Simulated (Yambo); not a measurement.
Yambo run on MoSe$_{2}$ (space group P6_3/mmc, No. 194). The wavefunctions come from this Quantum ESPRESSO step (PBE, PseudoDojo stringent norm-conserving files, scalar-relativistic):

```
&CONTROL
  calculation = 'nscf'
  pseudo_dir = './pseudo'
  outdir = './out'
/
&SYSTEM
  ibrav = 0
  nat = 6
  ntyp = 2
  ecutwfc = 104.0
  ecutrho = 416.0
  occupations = 'fixed'
  force_symmorphic = .true.
  nbnd = 138
/
&ELECTRONS
  conv_thr = 6.000000000000001e-09
  diago_full_acc = .true.
  diago_thr_init = 1e-08
/
ATOMIC_SPECIES
Se 78.9710 Se.upf
Mo 95.9500 Mo.upf
CELL_PARAMETERS angstrom
  3.278315082164   0.000000000000   0.000000000000
 -1.639157541082   2.839104142764   0.000000000000
  0.000000000000   0.000000000000  12.724066924000
ATOMIC_POSITIONS crystal
Se   0.333333333000   0.666666667000   0.881612606400
Se   0.666666666333   0.333333333667   0.118387393600
Se   0.666666666333   0.333333333667   0.381612606400
Se   0.333333333000   0.666666667000   0.618387393600
Mo   0.666666666333   0.333333333667   0.750000000000
Mo   0.333333333000   0.666666667000   0.250000000000
K_POINTS automatic
6 6 1 0 0 0
```

Yambo input:

```
rim_cut
gw0
dyson
el_el_corr
HF_and_locXC
ppa
em1d
RandQpts= 1000000
RandGvec= 1 Ry
EXXRLvcs= 104 Ry
VXCRLvcs= 416 Ry
Chimod= "HARTREE"
% BndsRnXp
 39 | 137 |
%
NGsBlkXp= 6 Ry
% LongDrXp
 1.0 | 1.0 | 1.0 |
%
PPAPntXp= 27.2114 eV
% GbndRnge
 1 | 137 |
%
GTermKind= "BG"
DysSolver= "n"
ExtendOut
% QPkrange
 1 | 1 | 62 | 63 |
 4 | 4 | 62 | 63 |
 5 | 5 | 62 | 63 |
 7 | 7 | 62 | 63 |
%
```

k points by index: 1 = Γ, 4 = M, 5 = (0.167, 0.167, 0), 7 = K.

Resulting energies as the program prints them:

```
#    K-point    Band    Eo [eV]    E [eV]    E-Eo [eV]    Vxc [eV]    Vnlxc [eV]    Sc|Eo [eV]    Sc|E [eV]    dSc/dw|Eo [eV]    Re(Z)    Im(Z)
#
    1    62    0.000000    0.277264    0.277264    -16.97713    -17.42051    0.796860    0.720640    -7.481528    0.784347    -0.001419
    1    63    2.462341    3.121566    0.659225    -16.47559    -12.23002    -3.415063    -3.586345    -7.069213    0.793782    -0.001191
    4    62    -0.869843    -0.794846    0.074997    -15.35836    -17.11801    1.853842    1.834644    -6.972521    0.796027    -0.001327
    4    63    1.553776    2.314200    0.760423    -18.48996    -13.72070    -3.784473    -4.008837    -8.027368    0.772197    -0.001748
    5    62    -1.110898    -0.877242    0.233656    -16.50620    -17.70271    1.495875    1.430161    -7.654872    0.780448    -0.001274
    5    63    0.771804    1.280904    0.509100    -15.54867    -11.73938    -3.165396    -3.300190    -7.203496    0.790684    -0.001395
    7    62    -0.289442    0.004840    0.294281    -16.67398    -17.01585    0.718656    0.636154    -7.629741    0.781011    -0.001449
    7    63    1.167638    1.842042    0.674404    -17.63050    -13.41883    -3.344260    -3.537265    -7.786201    0.777518    -0.001683
```
(The two width columns are left out.) Convergence of these settings isn't established.

Spin-orbit coupling is not included.

Geometry relaxed with PBE+D3(BJ).
